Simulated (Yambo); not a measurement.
Yambo run on PbSe (rock salt, space group Fm-3m, No. 225). The wavefunctions are norm-conserving PBE (stringent potentials; Quantum ESPRESSO, 104 Ry, without SOC) ones on a 4×4×4 mesh (23 occupied bands); a = 4.3108 Å, b = 4.3108 Å, c = 4.3108 Å, α = 60.00°, β = 60.00°, γ = 60.00°.

Yambo input:

```
rim_cut
HF_and_locXC
RandQpts= 1000000
RandGvec= 1 Ry
EXXRLvcs= 104 Ry
VXCRLvcs= 416 Ry
% QPkrange
 1 | 1 | 23 | 24 |
 3 | 3 | 23 | 24 |
 7 | 7 | 23 | 24 |
 8 | 8 | 23 | 24 |
%
```

k points by index: 1 = Γ, 3 = L, 7 = X, 8 = W.

Table of the .hf output:

```
#    K-point    Band    Eo [eV]    Ehf [eV]    Vxc [eV]    Vnlxc [eV]
#
    1    23    -1.943898    -4.468803    -13.43497    -15.95988
    1    24    4.729041    9.529770    -12.10688    -7.306154
    3    23    0.000000    -0.963458    -14.48375    -15.44721
    3    24    0.254987    3.333111    -10.47662    -7.398492
    7    23    -3.320352    -6.380182    -12.26626    -15.32609
    7    24    3.642167    7.443798    -8.562330    -4.760699
    8    23    -0.828117    -2.545601    -14.35079    -16.06827
    8    24    1.871200    5.466454    -11.30968    -7.714427
```
Exchange alone, without screening.

Geometry relaxed with PBEsol.
